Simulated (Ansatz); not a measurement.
FeCo (CsCl type, Pm-3m) at seven volumes, PBE in the plane-wave PAW code Ansatz, scaled uniformly. One row is withheld.

| V (Å³/atom) | P (GPa) |
|---|---|
| 10.475 | 22.50 |
| 10.821 | 13.97 |
| 11.166 | ? |
| 11.511 | 0.02 |
| 11.857 | -5.45 |
| 12.202 | -9.90 |
| 12.547 | -13.54 |

Question: Fit the shown pressures and predict the withheld one.

Answer: P = (3/2)B₀(x^(7/2) − x^(5/2))[1 + (3/4)(B′ − 4)(x − 1)] with x = (V₀/V)^(2/3). Least squares on the six rows gives V₀ = 11.512 Å³/atom, B₀ = 193 GPa, B′ = 4.56. At V = 11.166, x = 1.0206 and P = 6.31 GPa. The run itself gave 6.54 GPa.

Symmetry was held in the PBE relaxation. Magnetic state: ferromagnetic, chosen from 5 collinear starts compared on coarse meshes (ties went to the first, and starts can fall back to one state), not a proven ground state. Textbook magnetic order: ferromagnetic.

Potentials: the earlier of the program's two PAW sets.
